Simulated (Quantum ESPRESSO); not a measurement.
## Calculated data, AlZn2O3F (made-up cell, one site empty), Ge6BN (made-up cell)

Calculation on a made-up crystal cell, not a measurement: periodic Kohn-Sham density functional theory in plane waves with PseudoDojo standard norm-conserving scalar-relativistic pseudopotentials, each functional with its own files (v0.5 for PBE, v0.4.1 for LDA and PBEsol), no spin polarisation, no spin-orbit coupling, atoms not relaxed, stress positive in tension, energies less a fixed whole-eV offset for each atom's element; levels are Kohn-Sham levels at fractions of this cell's reciprocal vectors, counted from the reference band (half the neutral cell's valence electrons, rounded up) at Gamma; error bars cover cutoff and k-mesh only, not smearing or the files; each bar is the largest change over components, and at least 0.002 eV, 0.002 eV per angstrom or 0.02 GPa; added strain carries the atoms with the cell, and shear is the tensor component; energies are for the whole cell, and the offsets were chosen from early runs and are not element reference energies. Program: Quantum ESPRESSO 7.5.

Common to all runs: lattice type zincblende/diamond; functional pbe; cutoff 1143 eV; scf tolerance 1e-07 eV; electrons removed 0.

(1) AlZn2O3F (made-up cell, one site empty)

Unstrained structure:
```
AlZn2O3F
1.0
      4.5259     0.0000     0.0000
      0.0000     4.5259     0.0000
      0.0000     0.0000     4.5259
Al Zn O F O
1 2 1 1 2
Direct
  -0.02989 -0.00692 -0.03387
  0.50545 0.01544 0.51157
  0.52215 0.50235 -0.02198
  0.27762 0.24722 0.27347
  0.25003 0.73420 0.77379
  0.74410 0.26196 0.77593
  0.77613 0.73482 0.23248
```

* empty site: 2
* fermi dirac smearing: 0.025 eV
* added strain kind: zz
* added strain: 0.0177
* k mesh: 4 x 4 x 4, shifted by half a step
* structure shown: before the added strain of 0.0177
* free energy less offsets: 7.924 eV
* scf iterations: 12
* smearing term minus ts: 0 eV
* pressure: -2.586 GPa
* stress xx: -0.5911 GPa
* stress yy: 2.374 GPa
* stress zz: 5.975 GPa
* stress yz: -0.4277 GPa
* stress xz: 0.639 GPa
* stress xy: 7.067 GPa
* reference band: 34
* error bar energy: 0.002 eV
* error bar stress: 0.02065 GPa
* error bar force: 0.002366 eV/Å
* error bar next band up: 0.002 eV
* error bars from: tighter rerun of a related cell

Atoms:
```csv
atoms element,atom site,atom energy offset (eV)
Al,1,-64
Zn,3,-5687
Zn,4,-5687
O,5,-452
F,6,-677
O,7,-452
O,8,-452
```

Forces:
```csv
site,x (eV/Å),y (eV/Å),z (eV/Å)
1,0.3213,0.4311,3.28
3,1.272,-0.07945,-1.48
4,-0.75,0.05486,3.893
5,-1.744,-0.7874,-2.808
6,-2.162,1.926,-0.296
7,2.65,-3.911,-1.254
8,0.4134,2.366,-1.335
```

Levels:
```csv
level k point,next band up (eV)
Gamma,0.779
"(1/2,1/2,1/2)",3.98
"(0.15,0,0)",1.214
"(0,0.15,0)",1.233
"(0,0,0.15)",1.24
```

(2) AlZn2O3F (made-up cell, one site empty)

Structure as in entry 1.

- empty site: 2
- fermi dirac smearing: 0.025 eV
- added strain kind: zz
- added strain: 0.02
- k mesh: 4 x 4 x 4, shifted by half a step
- structure shown: before the added strain of 0.02
- free energy less offsets: 7.932 eV
- scf iterations: 12
- smearing term minus ts: 0 eV
- pressure: -2.805 GPa
- stress xx: -0.3925 GPa
- stress yy: 2.561 GPa
- stress zz: 6.245 GPa
- stress yz: -0.4422 GPa
- stress xz: 0.6594 GPa
- stress xy: 6.992 GPa
- reference band: 34
- error bar energy: 0.002 eV
- error bar stress: 0.02065 GPa
- error bar force: 0.002366 eV/Å
- error bar next band up: 0.002 eV
- error bars from: tighter rerun of a related cell

Atoms:
```csv
atoms element,atom site,atom energy offset (eV)
Al,1,-64
Zn,3,-5687
Zn,4,-5687
O,5,-452
F,6,-677
O,7,-452
O,8,-452
```

Forces:
```csv
site,x (eV/Å),y (eV/Å),z (eV/Å)
1,0.309,0.4253,3.286
3,1.263,-0.06379,-1.49
4,-0.7376,0.04873,3.893
5,-1.72,-0.7912,-2.803
6,-2.151,1.923,-0.2882
7,2.628,-3.903,-1.24
8,0.4082,2.361,-1.359
```

Levels:
```csv
level k point,next band up (eV)
Gamma,0.769
"(1/2,1/2,1/2)",3.966
"(0.15,0,0)",1.204
"(0,0.15,0)",1.223
"(0,0,0.15)",1.228
```

(3) Ge6BN (made-up cell)

Unstrained structure:
```
Ge6BN
1.0
      5.7536     0.0134     0.0213
      0.0134     5.7293    -0.0229
      0.0213    -0.0229     5.7815
Ge B Ge N Ge
3 1 1 1 2
Direct
  -0.00489 0.01062 -0.00912
  -0.00474 0.48525 0.49598
  0.51626 -0.00408 0.50288
  0.49194 0.49625 -0.01854
  0.25175 0.25099 0.27017
  0.24596 0.75593 0.75272
  0.74747 0.24641 0.75318
  0.76618 0.73818 0.24528
```

- fermi dirac smearing: 0.1 eV
- added strain kind: uniform
- added strain: -0.0239
- k mesh: 6 x 6 x 6, shifted by half a step
- structure shown: before the added strain of -0.0239
- free energy less offsets: 2.579 eV
- scf iterations: 11
- smearing term minus ts: -0.06449 eV
- pressure: -5.805 GPa
- stress xx: 6 GPa
- stress yy: 5.636 GPa
- stress zz: 5.78 GPa
- stress yz: 0.7185 GPa
- stress xz: -1.388 GPa
- stress xy: 1.875 GPa
- fermi level: -0.04712 eV
- reference band: 46
- error bar energy: 0.004094 eV
- error bar stress: 0.02 GPa
- error bar force: 0.006491 eV/Å
- error bar next band up: 0.002 eV
- error bar fermi level: 0.006824 eV
- error bars from: tighter rerun of a related cell

Atoms:
```csv
atoms element,atom site,atom energy offset (eV)
Ge,1,-2430
Ge,2,-2430
Ge,3,-2430
B,4,-79
Ge,5,-2430
N,6,-283
Ge,7,-2430
Ge,8,-2430
```

Forces:
```csv
site,x (eV/Å),y (eV/Å),z (eV/Å)
1,1.983,-1.625,0.01057
2,0.6368,1.614,1.566
3,-1.488,-1.412,0.4333
4,0.1661,0.02923,0.5322
5,1.682,0.2783,-2.314
6,0.3285,-0.1793,0.1796
7,-1.624,1.951,0.9792
8,-1.685,-0.6554,-1.388
```

Levels:
```csv
level k point,next band up (eV)
Gamma,0.2647
"(1/2,1/2,1/2)",0.02013
"(0.15,0,0)",0.1099
"(0,0.15,0)",0.1374
"(0,0,0.15)",0.1317
```

(4) Ge6BN (made-up cell)

Structure as in entry 3.

* fermi dirac smearing: 0.1 eV
* added strain kind: uniform
* added strain: -0.0167
* k mesh: 6 x 6 x 6, shifted by half a step
* structure shown: before the added strain of -0.0167
* free energy less offsets: 2.732 eV
* scf iterations: 11
* smearing term minus ts: -0.0673 eV
* pressure: -6.656 GPa
* stress xx: 6.843 GPa
* stress yy: 6.496 GPa
* stress zz: 6.631 GPa
* stress yz: 0.6548 GPa
* stress xz: -1.325 GPa
* stress xy: 1.665 GPa
* fermi level: -0.04754 eV
* reference band: 46
* error bar energy: 0.004094 eV
* error bar stress: 0.02 GPa
* error bar force: 0.006491 eV/Å
* error bar next band up: 0.002 eV
* error bar fermi level: 0.006824 eV
* error bars from: tighter rerun of a related cell

Atoms:
```csv
atoms element,atom site,atom energy offset (eV)
Ge,1,-2430
Ge,2,-2430
Ge,3,-2430
B,4,-79
Ge,5,-2430
N,6,-283
Ge,7,-2430
Ge,8,-2430
```

Forces:
```csv
site,x (eV/Å),y (eV/Å),z (eV/Å)
1,1.885,-1.557,0.009608
2,0.6027,1.522,1.471
3,-1.412,-1.328,0.4111
4,0.1827,0.00418,0.5101
5,1.581,0.271,-2.191
6,0.3081,-0.1568,0.1716
7,-1.546,1.855,0.9197
8,-1.602,-0.6098,-1.302
```

Levels:
```csv
level k point,next band up (eV)
Gamma,0.2614
"(1/2,1/2,1/2)",0.02501
"(0.15,0,0)",0.1196
"(0,0.15,0)",0.147
"(0,0,0.15)",0.1379
```

(5) Ge6BN (made-up cell)

Structure as in entry 3.

- fermi dirac smearing: 0.1 eV
- added strain kind: uniform
- added strain: -0.0061
- k mesh: 6 x 6 x 6, shifted by half a step
- structure shown: before the added strain of -0.0061
- free energy less offsets: 2.998 eV
- scf iterations: 11
- smearing term minus ts: -0.07144 eV
- pressure: -7.71 GPa
- stress xx: 7.884 GPa
- stress yy: 7.563 GPa
- stress zz: 7.683 GPa
- stress yz: 0.5682 GPa
- stress xz: -1.233 GPa
- stress xy: 1.386 GPa
- fermi level: -0.04839 eV
- reference band: 46
- error bar energy: 0.004094 eV
- error bar stress: 0.02 GPa
- error bar force: 0.006491 eV/Å
- error bar next band up: 0.002 eV
- error bar fermi level: 0.006824 eV
- error bars from: tighter rerun of this cell

Atoms:
```csv
atoms element,atom site,atom energy offset (eV)
Ge,1,-2430
Ge,2,-2430
Ge,3,-2430
B,4,-79
Ge,5,-2430
N,6,-283
Ge,7,-2430
Ge,8,-2430
```

Forces:
```csv
site,x (eV/Å),y (eV/Å),z (eV/Å)
1,1.749,-1.46,0.003158
2,0.5558,1.397,1.34
3,-1.308,-1.214,0.3829
4,0.2025,-0.02817,0.4764
5,1.443,0.2586,-2.022
6,0.2789,-0.125,0.161
7,-1.436,1.718,0.8407
8,-1.486,-0.5477,-1.182
```

Levels:
```csv
level k point,next band up (eV)
Gamma,0.2564
"(1/2,1/2,1/2)",0.0306
"(0.15,0,0)",0.133
"(0,0.15,0)",0.1598
"(0,0,0.15)",0.1458
```

(6) Ge6BN (made-up cell)

Structure as in entry 3.

- fermi dirac smearing: 0.1 eV
- added strain kind: uniform
- added strain: -0.0008
- k mesh: 6 x 6 x 6, shifted by half a step
- structure shown: before the added strain of -0.0008
- free energy less offsets: 3.148 eV
- scf iterations: 11
- smearing term minus ts: -0.07351 eV
- pressure: -8.156 GPa
- stress xx: 8.325 GPa
- stress yy: 8.015 GPa
- stress zz: 8.129 GPa
- stress yz: 0.5302 GPa
- stress xz: -1.191 GPa
- stress xy: 1.261 GPa
- fermi level: -0.04904 eV
- reference band: 46
- error bar energy: 0.004094 eV
- error bar stress: 0.02 GPa
- error bar force: 0.006491 eV/Å
- error bar next band up: 0.002 eV
- error bar fermi level: 0.006824 eV
- error bars from: tighter rerun of a related cell

Atoms:
```csv
atoms element,atom site,atom energy offset (eV)
Ge,1,-2430
Ge,2,-2430
Ge,3,-2430
B,4,-79
Ge,5,-2430
N,6,-283
Ge,7,-2430
Ge,8,-2430
```

Forces:
```csv
site,x (eV/Å),y (eV/Å),z (eV/Å)
1,1.685,-1.414,0.0002268
2,0.5347,1.338,1.28
3,-1.26,-1.159,0.3692
4,0.2104,-0.04241,0.4587
5,1.379,0.2514,-1.941
6,0.2656,-0.11,0.1562
7,-1.384,1.654,0.8032
8,-1.431,-0.5171,-1.126
```

Levels:
```csv
level k point,next band up (eV)
Gamma,0.2537
"(1/2,1/2,1/2)",0.0324
"(0.15,0,0)",0.139
"(0,0.15,0)",0.1655
"(0,0,0.15)",0.1491
```

(7) Ge6BN (made-up cell)

Structure as in entry 3.

- fermi dirac smearing: 0.1 eV
- added strain kind: uniform
- added strain: 0.0115
- k mesh: 6 x 6 x 6, shifted by half a step
- structure shown: before the added strain of 0.0115
- free energy less offsets: 3.529 eV
- scf iterations: 12
- smearing term minus ts: -0.07834 eV
- pressure: -9.014 GPa
- stress xx: 9.17 GPa
- stress yy: 8.889 GPa
- stress zz: 8.985 GPa
- stress yz: 0.4504 GPa
- stress xz: -1.101 GPa
- stress xy: 0.9987 GPa
- fermi level: -0.05094 eV
- reference band: 46
- error bar energy: 0.004094 eV
- error bar stress: 0.02 GPa
- error bar force: 0.006491 eV/Å
- error bar next band up: 0.002 eV
- error bar fermi level: 0.006824 eV
- error bars from: tighter rerun of a related cell

Atoms:
```csv
atoms element,atom site,atom energy offset (eV)
Ge,1,-2430
Ge,2,-2430
Ge,3,-2430
B,4,-79
Ge,5,-2430
N,6,-283
Ge,7,-2430
Ge,8,-2430
```

Forces:
```csv
site,x (eV/Å),y (eV/Å),z (eV/Å)
1,1.546,-1.314,-0.007673
2,0.4893,1.21,1.146
3,-1.154,-1.043,0.3391
4,0.2252,-0.07102,0.4178
5,1.235,0.2362,-1.762
6,0.2358,-0.078,0.1462
7,-1.269,1.511,0.7218
8,-1.309,-0.4515,-1.001
```

Levels:
```csv
level k point,next band up (eV)
Gamma,0.247
"(1/2,1/2,1/2)",0.03337
"(0.15,0,0)",0.1511
"(0,0.15,0)",0.1764
"(0,0,0.15)",0.1548
```

(8) Ge6BN (made-up cell)

Structure as in entry 3.

- fermi dirac smearing: 0.1 eV
- added strain kind: uniform
- added strain: 0.017
- k mesh: 6 x 6 x 6, shifted by half a step
- structure shown: before the added strain of 0.017
- fermi level: ?

Atoms:
```csv
atoms element,atom site,atom energy offset (eV)
Ge,1,-2430
Ge,2,-2430
Ge,3,-2430
B,4,-79
Ge,5,-2430
N,6,-283
Ge,7,-2430
Ge,8,-2430
```

Question: Give the missing fermi level for Ge6BN (made-up cell) (entry 8).
Answer: -0.05184 eV

Further results for Ge6BN (made-up cell) (entry 8):

* free energy less offsets: 3.714 eV
* scf iterations: 12
* smearing term minus ts: -0.08052 eV
* pressure: -9.326 GPa
* stress xx: 9.476 GPa
* stress yy: 9.206 GPa
* stress zz: 9.295 GPa
* stress yz: 0.4198 GPa
* stress xz: -1.062 GPa
* stress xy: 0.8909 GPa
* reference band: 46
* error bar energy: 0.004094 eV
* error bar stress: 0.02 GPa
* error bar force: 0.006491 eV/Å
* error bar next band up: 0.002 eV
* error bar fermi level: 0.006824 eV
* error bars from: tighter rerun of a related cell

Forces:
```csv
site,x (eV/Å),y (eV/Å),z (eV/Å)
1,1.488,-1.27,-0.01307
2,0.4708,1.156,1.089
3,-1.11,-0.9932,0.3268
4,0.2301,-0.08254,0.3999
5,1.175,0.2299,-1.685
6,0.2231,-0.06448,0.1417
7,-1.22,1.45,0.6884
8,-1.256,-0.4255,-0.9477
```

Levels:
```csv
level k point,next band up (eV)
Gamma,0.244
"(1/2,1/2,1/2)",0.03226
"(0.15,0,0)",0.1557
"(0,0.15,0)",0.1804
"(0,0,0.15)",0.1566
```
